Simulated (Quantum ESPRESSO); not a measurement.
## Mg2CaZnO4 (input and log of a self-consistent run)

Simulated, not a measurement. The program is pw.x of Quantum ESPRESSO 7.5 (plane-wave density functional theory). The cell is made up: 8 atoms on a rocksalt lattice, with randomly drawn elements, strain and displacements, not relaxed. PseudoDojo standard norm-conserving files (v0.5 for PBE, v0.4.1 for LDA and PBEsol) set the functional; there is no spin polarisation, spin-orbit coupling or dispersion term, and the masses in the input are unused placeholders.

Input:

```
&control calculation='scf', pseudo_dir='./dojo.nc.sr.pbe.v0_5.standard.upf', outdir='./o', disk_io='medium', tprnfor=.true., tstress=.true. /
&system ibrav=0, nat=8, ntyp=4, nbnd=43, ecutwfc=84.00895049, nosym=.true., tot_charge=0,
 occupations='smearing', smearing='fd', degauss=0.0018374661
/
&electrons conv_thr=7.350e-09, electron_maxstep=60, /
ATOMIC_SPECIES
Ca 1.0 Ca.upf
Mg 1.0 Mg.upf
O 1.0 O.upf
Zn 1.0 Zn.upf
CELL_PARAMETERS angstrom
4.4345 0.0153 -0.0532
0.0153 4.4762 0.0097
-0.0532 0.0097 4.5123
ATOMIC_POSITIONS angstrom
Mg 0.0449 0.0381 -0.0774
Ca -0.0122 2.3133 2.17
Zn 2.172 -0.0892 2.299
Mg 2.2493 2.2035 -0.0225
O 2.2604 0.0472 0.0164
O 2.204 2.1803 2.2439
O 4.3934 0.0378 2.0904
O 4.4297 2.2141 -0.0569
K_POINTS automatic
4 4 4 1 1 1
```

The log is shortened where brackets say so; the opening notice, blank lines, dates and the lines on written files are dropped, and the path of the files is cut. It prints rydbergs, bohrs and kilobars, and counts compression as positive stress.

```
     Program PWSCF v.7.5
     Parallel version (MPI & OpenMP), running on       1 processor cores
     Number of MPI processes:                 1
     Threads/MPI process:                     1
     [start-up lines left out]
     bravais-lattice index     =            0
     lattice parameter (alat)  =       8.3806  a.u.
     unit-cell volume          =     604.3382 (a.u.)^3
     number of atoms/cell      =            8
     number of atomic types    =            4
     number of electrons       =        74.00
     number of Kohn-Sham states=           43
     kinetic-energy cutoff     =      84.0090  Ry
     charge density cutoff     =     336.0358  Ry
     scf convergence threshold =      7.3E-09
     mixing beta               =       0.7000
     number of iterations used =            8  plain     mixing
     Exchange-correlation= PBE
                           (   1   4   3   4   0   0   0)
     [axes and pseudopotential details left out]
   Cartesian axes
     site n.     atom                  positions (alat units)
         1        Mg     tau(   1) = (   0.0101244   0.0085911  -0.0174527  )
         2        Ca     tau(   2) = (  -0.0027509   0.5216191   0.4893068  )
         3        Zn     tau(   3) = (   0.4897578  -0.0201134   0.5183946  )
         4        Mg     tau(   4) = (   0.5071879   0.4968606  -0.0050735  )
         5        O      tau(   5) = (   0.5096908   0.0106430   0.0036980  )
         6        O      tau(   6) = (   0.4969733   0.4916293   0.5059703  )
         7        O      tau(   7) = (   0.9906546   0.0085234   0.4713580  )
         8        O      tau(   8) = (   0.9988398   0.4992508  -0.0128302  )
     number of k points=    32  Fermi-Dirac smearing, width (Ry)=  0.0018
                       cart. coord. in units 2pi/alat
        k(    1) = (   0.1260734   0.1231454   0.1240760), wk =   0.0625000
        k(    2) = (   0.1290234   0.1226027   0.3698207), wk =   0.0625000
     [further k points left out]
     Dense  grid:    62847 G-vectors     FFT dimensions: (  50,  50,  50)
     Estimated max dynamical RAM per process >      85.01 MB
     Initial potential from superposition of free atoms
     starting charge      73.9933, renormalised to      74.0000
     Starting wfcs are   41 randomized atomic wfcs +    2 random wfcs
     total cpu time spent up to now is        6.7 secs
     per-process dynamical memory:    48.6 Mb
     Self-consistent Calculation
     iteration #  1     ecut=    84.01 Ry     beta= 0.70
     Davidson diagonalization with overlap
     ethr =  1.00E-02,  avg # of iterations =  6.3
     total cpu time spent up to now is       32.9 secs
     total energy              =    -865.15628308 Ry
     estimated scf accuracy    <       1.93990085 Ry
     iteration #  2     ecut=    84.01 Ry     beta= 0.70
     Davidson diagonalization with overlap
     ethr =  2.62E-03,  avg # of iterations =  3.9
     total cpu time spent up to now is       54.2 secs
     total energy              =    -865.52928327 Ry
     estimated scf accuracy    <       2.86737836 Ry
     iteration #  3     ecut=    84.01 Ry     beta= 0.70
     Davidson diagonalization with overlap
     ethr =  2.62E-03,  avg # of iterations =  3.0
     total cpu time spent up to now is       76.0 secs
     total energy              =    -866.06927888 Ry
     estimated scf accuracy    <       0.02463646 Ry
     iteration #  4     ecut=    84.01 Ry     beta= 0.70
     Davidson diagonalization with overlap
     ethr =  3.33E-05,  avg # of iterations =  6.3
     total cpu time spent up to now is      102.0 secs
     total energy              =    -866.08148675 Ry
     estimated scf accuracy    <       0.03375543 Ry
     iteration #  5     ecut=    84.01 Ry     beta= 0.70
     Davidson diagonalization with overlap
     ethr =  3.33E-05,  avg # of iterations =  2.3
     total cpu time spent up to now is      115.7 secs
     total energy              =    -866.08613456 Ry
     estimated scf accuracy    <       0.00308079 Ry
     iteration #  6     ecut=    84.01 Ry     beta= 0.70
     Davidson diagonalization with overlap
     ethr =  4.16E-06,  avg # of iterations =  4.0
     total cpu time spent up to now is      130.1 secs
     total energy              =    -866.08672468 Ry
     estimated scf accuracy    <       0.00007633 Ry
     iteration #  7     ecut=    84.01 Ry     beta= 0.70
     Davidson diagonalization with overlap
     ethr =  1.03E-07,  avg # of iterations =  4.2
     total cpu time spent up to now is      145.6 secs
     total energy              =    -866.08674738 Ry
     estimated scf accuracy    <       0.00003222 Ry
     iteration #  8     ecut=    84.01 Ry     beta= 0.70
     Davidson diagonalization with overlap
     ethr =  4.35E-08,  avg # of iterations =  2.0
     total cpu time spent up to now is      163.8 secs
     total energy              =    -866.08675105 Ry
     estimated scf accuracy    <       0.00000292 Ry
     iteration #  9     ecut=    84.01 Ry     beta= 0.70
     Davidson diagonalization with overlap
     ethr =  3.95E-09,  avg # of iterations =  3.6
     total cpu time spent up to now is      182.1 secs
     total energy              =    -866.08675176 Ry
     estimated scf accuracy    <       0.00000019 Ry
     iteration # 10     ecut=    84.01 Ry     beta= 0.70
     Davidson diagonalization with overlap
     ethr =  2.62E-10,  avg # of iterations =  4.0
     total cpu time spent up to now is      202.8 secs
     total energy              =    -866.08675180 Ry
     estimated scf accuracy    <       0.00000011 Ry
     iteration # 11     ecut=    84.01 Ry     beta= 0.70
     Davidson diagonalization with overlap
     ethr =  1.44E-10,  avg # of iterations =  2.1
     total cpu time spent up to now is      220.8 secs
     End of self-consistent calculation
     [lines on levels left out]
!    total energy              =    -866.08675181 Ry
     estimated scf accuracy    <          3.3E-09 Ry
     smearing contrib. (-TS)   =       0.00000000 Ry
     internal energy E=F+TS    =    -866.08675181 Ry
     The total energy is F=E-TS. E is the sum of the following terms:
     one-electron contribution =    -503.72219930 Ry
     hartree contribution      =     277.26524304 Ry
     xc contribution           =    -125.42369916 Ry
     ewald contribution        =    -514.20609640 Ry
     convergence has been achieved in  11 iterations
     Forces acting on atoms (cartesian axes, Ry/au):
     atom    1 type  2   force =    -0.00845754    0.00264107    0.01408579
     atom    2 type  1   force =    -0.00227356   -0.03378789    0.02990017
     atom    3 type  4   force =     0.00524908    0.01897805   -0.01289364
     atom    4 type  2   force =     0.00022232   -0.00325296   -0.00238961
     atom    5 type  3   force =    -0.01203145   -0.01883244   -0.02177108
     atom    6 type  3   force =    -0.00221563    0.01717407    0.00401741
     atom    7 type  3   force =     0.00989669    0.00548373    0.02247520
     atom    8 type  3   force =     0.00961007    0.01159638   -0.03342423
     Total force =     0.078451     Total SCF correction =     0.000059
     Computing stress (Cartesian axis) and pressure
          total   stress  (Ry/bohr**3)                   (kbar)     P=      -15.54
  -0.00004959  -0.00003766   0.00015672           -7.29       -5.54       23.05
  -0.00003766  -0.00010321  -0.00000643           -5.54      -15.18       -0.95
   0.00015672  -0.00000643  -0.00016403           23.05       -0.95      -24.13
     init_run     :      5.86s CPU      6.62s WALL (       1 calls)
     electrons    :    208.92s CPU    214.14s WALL (       1 calls)
     forces       :      3.53s CPU      3.59s WALL (       1 calls)
     stress       :     13.10s CPU     13.20s WALL (       1 calls)
     [timing details left out]
     PWSCF        :   3m51.63s CPU   3m58.03s WALL
     JOB DONE.
```

In other units: free energy -11783.711 eV for the cell, pressure -1.55 GPa, largest force component 0.869 eV/Å. A rerun of the same cell at another strain at 1437 eV and a 6 x 6 x 6 mesh moved values by no more than 0.002 eV in energy, 0.04 GPa in stress and 0.002 eV/Å in force.